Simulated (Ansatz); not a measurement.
Level of theory: DFT PBE, scalar-relativistic, plane waves, PAW in Ansatz 0.2.0. Plane waves to 420 eV, a 10×10×6 mesh through Γ for the 6-atom cell and 0.10 eV Gaussian smearing; collinear spin.

Formation energies are uncorrected and count from the elements' standard states at the same level.

Question: Suggest a trial structure for a tetragonal metal that holds Ga and 2 more elements, with a formation energy near −0.51 eV/atom, a density near 7.31 g/cm³ and a net moment near 2.4 μB per atom, in a cell of 6 atoms.

Answer: GdGaH, space group P4/nmm (No. 129). Gd has 4 H at 2.28 Å, 5 Ga at 3.15–3.24 Å and 8 Gd at 3.62–3.77 Å; Ga has 4 Ga at 2.81 Å and 5 Gd at 3.15–3.24 Å; around H lie 4 Gd at 2.28 Å and 4 H at 2.56 Å.

```xyz
6
Lattice="3.6178 0.0000 0.0000 0.0000 3.6178 0.0000 0.0000 0.0000 7.9084" Properties=species:S:1:pos:R:3 pbc="T T T"
Gd    0.0000    1.8089    1.3830
Gd    1.8089    0.0000    6.5254
Ga    1.8089    0.0000    3.3783
Ga    0.0000    1.8089    4.5301
H     0.0000    0.0000    0.0000
H     1.8089    1.8089    0.0000
```

The volume per atom is 17.25 Å³, the density is 7.31 g/cm³ and the energy over the elements is −0.51 eV/atom. The gap on the 10×10×6 mesh of the 6-atom cell is 0 eV (a metal) and the net moment per atom is 2.41 μB. The moment by site is Gd 6.8 (×2) μB.

It was reached by relaxing an invented guess, and it needn't be the stable form of this composition. Other answers may fit too; this one was computed.

With hydrogen, zero-point motion can shift formation energies by some tens of meV/atom. The 4f shell of Gd is treated without a Hubbard U, which places its levels poorly. Another magnetic order may lie lower. A structure relaxed within its symmetry needn't be a true minimum. Site moments count only spheres around the atoms; the net moment includes the space between them.
